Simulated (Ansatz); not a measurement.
SiRu:
```cif
data_Ru4Si4
_chemical_formula_sum 'Si4 Ru4'
_space_group_name_H-M_alt 'P 1'
_space_group_IT_number 1
_cell_length_a 4.73656
_cell_length_b 4.73656
_cell_length_c 4.73656
_cell_angle_alpha 90.000
_cell_angle_beta 90.000
_cell_angle_gamma 90.000
loop_
_space_group_symop_operation_xyz
  'x, y, z'
loop_
_atom_site_label
_atom_site_type_symbol
_atom_site_fract_x
_atom_site_fract_y
_atom_site_fract_z
_atom_site_occupancy
Si1 Si 0.16254 0.33746 0.66254 1
Si2 Si 0.33746 0.66254 0.16254 1
Si3 Si 0.66254 0.16254 0.33746 1
Si4 Si 0.83746 0.83746 0.83746 1
Ru1 Ru 0.87097 0.62903 0.37097 1
Ru2 Ru 0.62903 0.37097 0.87097 1
Ru3 Ru 0.37097 0.87097 0.62903 1
Ru4 Ru 0.12903 0.12903 0.12903 1
```

Relaxed with PBE.

Problem. Which orbitals make up the states near the band edges in DFT-PBE in the program Ansatz with PAW potentials?

Solution. Top 1 eV of the valence band: Ru 4d 83 %, Si 3p 11 %. Bottom 1 eV of the conduction band: Ru 4d 81 %, Si 3p 13 %. Projections are on Löwdin-orthogonalised atomic valence shells; empty p or d shells of many metals are not among them.

Problem. Tabulate the density of states.

Solution. States/eV per cell of 8 atoms, in 0.25 eV bins, energy from the valence-band maximum.

```csv
E (eV),total,Ru 4d,Si 3p,Si 3s
-7.90,2.13,0.79,0.23,1.02
-7.65,2.48,0.98,0.17,1.22
-7.40,0.00,0.00,0.00,0.00
-7.15,0.00,0.00,0.00,0.00
-6.90,0.00,0.00,0.00,0.00
-6.65,0.54,0.14,0.30,0.02
-6.40,3.18,1.01,1.67,0.13
-6.15,5.18,2.13,2.45,0.22
-5.90,3.81,1.73,1.57,0.22
-5.65,2.36,1.08,0.96,0.13
-5.40,1.78,0.80,0.74,0.08
-5.15,6.30,3.20,2.42,0.19
-4.90,6.16,3.51,2.13,0.15
-4.65,3.64,2.15,1.22,0.07
-4.40,9.67,6.33,2.82,0.20
-4.15,6.20,4.10,1.77,0.13
-3.90,8.28,6.05,1.72,0.21
-3.65,10.05,8.05,1.52,0.15
-3.40,10.03,7.72,1.80,0.14
-3.15,8.98,6.60,1.83,0.18
-2.90,7.65,5.42,1.67,0.16
-2.65,6.03,4.16,1.33,0.15
-2.40,8.42,5.92,1.76,0.24
-2.15,3.97,3.01,0.68,0.07
-1.90,8.61,6.48,1.65,0.11
-1.65,5.54,4.77,0.51,0.09
-1.40,7.30,6.32,0.65,0.11
-1.15,6.80,6.05,0.48,0.08
-0.90,5.63,4.94,0.43,0.09
-0.65,6.05,5.13,0.55,0.14
-0.40,4.69,3.84,0.52,0.13
-0.15,3.13,2.20,0.61,0.12
0.10,0.02,0.02,0.01,0.00
0.35,5.82,5.09,0.46,0.12
0.60,6.32,5.06,0.93,0.17
0.85,3.78,2.78,0.73,0.16
1.10,0.37,0.26,0.07,0.02
1.35,0.89,0.59,0.20,0.07
1.60,3.17,1.84,0.82,0.36
1.85,4.51,2.30,1.36,0.59
2.10,2.28,1.05,0.76,0.33
2.35,2.01,0.90,0.62,0.38
2.60,2.66,1.21,0.68,0.66
2.85,4.98,2.00,1.55,1.11
3.10,4.95,1.73,1.67,1.08
3.35,5.38,1.71,2.02,1.10
3.60,1.34,0.38,0.56,0.23
3.85,4.47,1.27,1.86,0.65
4.10,5.17,1.23,2.24,0.57
4.35,4.07,0.91,1.93,0.34
4.60,4.72,0.87,2.21,0.39
4.85,4.87,0.82,2.30,0.34
5.10,5.46,0.85,2.65,0.37
```

Space group P2_13. Symmetry was held in the PBE relaxation. The run is not spin-polarised. Spin–orbit coupling is left out wherever it is not named.

Potentials: the earlier of the program's two PAW sets.
